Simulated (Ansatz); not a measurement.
Given:

Mo:
```yaml
crystal:
  lattice:
    - [2.71430, 0.00000, 0.00000]
    - [-1.35715, 2.35066, 0.00000]
    - [0.00000, 0.00000, 4.80296]
  atoms:
    - { symbol: Mo, position: [0.66667, 0.33333, 0.75000] }
    - { symbol: Mo, position: [0.33333, 0.66667, 0.25000] }
```

This is the LDA-relaxed structure.

Question: All from the program Ansatz at the LDA level (PAW), unless another level is named. Predict the bulk modulus (Birch–Murnaghan fit).

Answer: 2610 kbar.

Question: And the highest zone-centre frequency?

Answer: 266 cm⁻¹.

Space group P6_3/mmc (hcp (Mg type)). The workflow started from a Materials Project entry (that database holds measured and hypothetical structures alike); the Crystallography Open Database copy checked does not list it. It is not the phase usual at ambient conditions (space group No. 229). Symmetry was held in the LDA relaxation; phonons show weakly imaginary modes. No spin polarisation was allowed. As this level gives no gap, phonon frequencies hold no LO–TO term and depend on the k-mesh and smearing (Fermi–Dirac, 0.1 eV here). On the denser mesh and wider smearing of the elastic run this cell carries a stress of 0.5 GPa.

Potentials: the later of the program's two PAW sets.
